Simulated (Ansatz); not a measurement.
TaS2:
```xyz
12
Lattice="5.9894 0.0000 0.0000 0.0000 5.9032 0.0000 0.0000 0.0000 5.9136" Properties=species:S:1:pos:R:3 pbc="T T T"
Ta     0.3964     1.6448     1.4435
Ta     5.5930     4.2584     4.4003
Ta     2.5983     1.6448     4.4003
Ta     3.3911     4.2584     1.4435
S      2.3158     0.4590     2.2220
S      3.6735     5.4442     5.1788
S      0.6788     0.4590     5.1788
S      5.3105     5.4442     2.2220
S      4.5585     2.5422     2.9163
S      1.4309     3.3610     5.8732
S      4.4256     2.5422     5.8732
S      1.5638     3.3610     2.9163
```

Relaxed with PBEsol.

Task: Which orbitals make up the states near the Fermi level in PBEsol in the plane-wave PAW code Ansatz?

Result: Within 0.5 eV of the Fermi level: Ta 5d 75 %, S 3p 16 %, outside the projected shells 5 %. Projections are on Löwdin-orthogonalised atomic valence shells; empty p or d shells of many metals are not among them.

Task: Tabulate the density of states.

Result: States/eV per cell of 12 atoms, in 0.25 eV bins, energy from the Fermi level.

```tsv
E (eV)	total	S 3p	Ta 5d	S 3s
-7.85	0.01	0.01	0.00	0.00
-7.60	2.17	1.49	0.31	0.04
-7.35	4.70	3.21	0.69	0.12
-7.10	4.40	3.01	0.67	0.15
-6.85	4.48	3.09	0.77	0.16
-6.60	7.69	5.37	1.63	0.20
-6.35	9.08	6.35	2.04	0.21
-6.10	10.16	7.03	2.55	0.19
-5.85	10.74	7.44	2.66	0.22
-5.60	9.03	6.25	2.22	0.21
-5.35	7.30	5.10	1.78	0.17
-5.10	6.85	4.75	1.66	0.19
-4.85	7.10	5.02	1.61	0.18
-4.60	8.04	5.58	1.97	0.20
-4.35	7.43	5.27	1.76	0.17
-4.10	9.36	6.60	2.27	0.20
-3.85	8.29	5.92	1.93	0.17
-3.60	10.59	7.53	2.60	0.17
-3.35	10.66	7.63	2.58	0.14
-3.10	9.15	6.66	2.07	0.14
-2.85	6.83	4.92	1.61	0.10
-2.60	4.85	3.45	1.14	0.09
-2.35	8.01	5.91	1.71	0.15
-2.10	8.59	6.29	1.91	0.14
-1.85	7.30	5.49	1.49	0.12
-1.60	4.99	3.82	0.93	0.09
-1.35	3.42	2.72	0.53	0.06
-1.10	0.76	0.65	0.08	0.01
-0.85	0.00	0.00	0.00	0.00
-0.60	0.05	0.00	0.04	0.00
-0.35	5.32	0.75	4.14	0.08
-0.10	11.71	1.79	8.91	0.19
0.15	9.12	1.52	6.75	0.16
0.40	5.02	0.85	3.68	0.11
0.65	4.04	0.72	2.87	0.12
0.90	10.46	2.13	7.05	0.35
1.15	7.26	1.55	4.86	0.22
1.40	11.62	2.50	7.79	0.44
1.65	6.84	1.21	4.72	0.41
1.90	7.19	1.25	4.78	0.59
2.15	5.20	1.00	3.29	0.44
2.40	7.93	1.70	4.88	0.62
2.65	6.09	1.54	3.45	0.45
2.90	9.17	2.53	4.87	0.61
3.15	10.34	2.96	5.32	0.65
3.40	7.72	2.31	3.96	0.45
3.65	5.10	1.55	2.51	0.29
3.90	5.61	1.83	2.63	0.23
4.15	5.35	1.73	2.43	0.20
4.40	5.86	1.94	2.54	0.17
4.65	6.51	2.08	2.49	0.17
```

Space group Pca2_1. The start of the workflow was typed in or built on a structure type; neither database checked (COD, Materials Project) lists it. COD files the formula under space group No. 42, 164, 166, 194. Its standing as an ambient phase is unchecked. Symmetry was held in the PBEsol relaxation; whether a distortion lowers the energy is not shown. No spin polarisation was allowed. Scalar-relativistic: spin–orbit coupling is off unless named, which matters more the heavier the elements.

Potentials: the earlier of the program's two PAW sets. The files were generated under PBE; for other functionals the program regenerates the frozen cores, and for LDA and PBEsol the local potential too.
